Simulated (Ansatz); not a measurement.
Here is the system:

Ga2O3:
```cif
data_Ga2O3
_chemical_formula_sum 'Ga2 O3'
_space_group_name_H-M_alt 'P 1'
_space_group_IT_number 1
_cell_length_a 7.08414
_cell_length_b 7.08414
_cell_length_c 7.08414
_cell_angle_alpha 24.136
_cell_angle_beta 24.136
_cell_angle_gamma 24.136
loop_
_space_group_symop_operation_xyz
  'x, y, z'
loop_
_atom_site_label
_atom_site_type_symbol
_atom_site_fract_x
_atom_site_fract_y
_atom_site_fract_z
_atom_site_occupancy
Ga1 Ga 0.40028 0.40028 0.40028 1
Ga2 Ga 0.59972 0.59972 0.59972 1
O1 O 0.00000 0.00000 0.00000 1
O2 O 0.23138 0.23138 0.23138 1
O3 O 0.76862 0.76862 0.76862 1
```

This is the LDA-relaxed structure.

Q: All from the program Ansatz at the LDA level (PAW), unless another level is named. Give the electronic dielectric constant ε∞ (DFPT).

A: 4.34 (xx = yy), 3.34 (zz).

Q: Give the Born charges (a third of the trace).

A: Ga +2.96, O -2.30 to -1.82 e.

Space group R-3m. A made-up cell: these elements were put on the sites of a structure type; neither database checked (COD, Materials Project) lists it. It is not the phase usual at ambient conditions (space group No. 12, 167). Symmetry was held in the LDA relaxation. At this level the phase is dynamically unstable (imaginary phonons). A crystal of weakly bound layers computed without a dispersion correction: the cell and the soft elastic constants depend strongly on that. Scalar-relativistic: spin–orbit coupling is off unless named, which matters more the heavier the elements.

Potentials: the earlier of the program's two PAW sets. The files were generated under PBE; for other functionals the program regenerates the frozen cores, and for LDA and PBEsol the local potential too.
